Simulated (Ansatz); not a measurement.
Relaxed-ion elastic tensor of Se in space group P3_221 (No. 154; Se on 3b) in GPa (Voigt order), r²SCAN in the plane-wave PAW code Ansatz; density 4.48 g/cm³, 29.25 Å³ per atom.

```
12.9   5.1  13.3  -4.8   0.0   0.0
 5.1  12.9  13.3   4.8   0.0   0.0
13.3  13.3  80.0   0.0   0.0   0.0
-4.8   4.8   0.0  13.7   0.0   0.0
 0.0   0.0   0.0   0.0  13.7  -4.8
 0.0   0.0   0.0   0.0  -4.8   3.9
```

Q: Is the crystal mechanically stable?

A: Yes: the smallest eigenvalue of C is 1.9 GPa.

Q: Work out the Voigt and Reuss bounds. Is their mean of use?

A: K_V = 18.8, K_R = 8.7; G_V = 11.2, G_R = 3.9 GPa. The bounds lie so far apart that a Hill average or a Debye temperature from it would say little.

The workflow started from an entry of the Crystallography Open Database (COD), which files this formula under 4 space groups. It is not the phase usual at ambient conditions (space group No. 152). The cell was relaxed with r²SCAN under the symmetry of its start; whether a distortion lowers the energy is not shown. A crystal of weakly bound chains computed without a dispersion correction: the cell and the soft elastic constants depend strongly on that.

Potentials: the later of the program's two PAW sets.
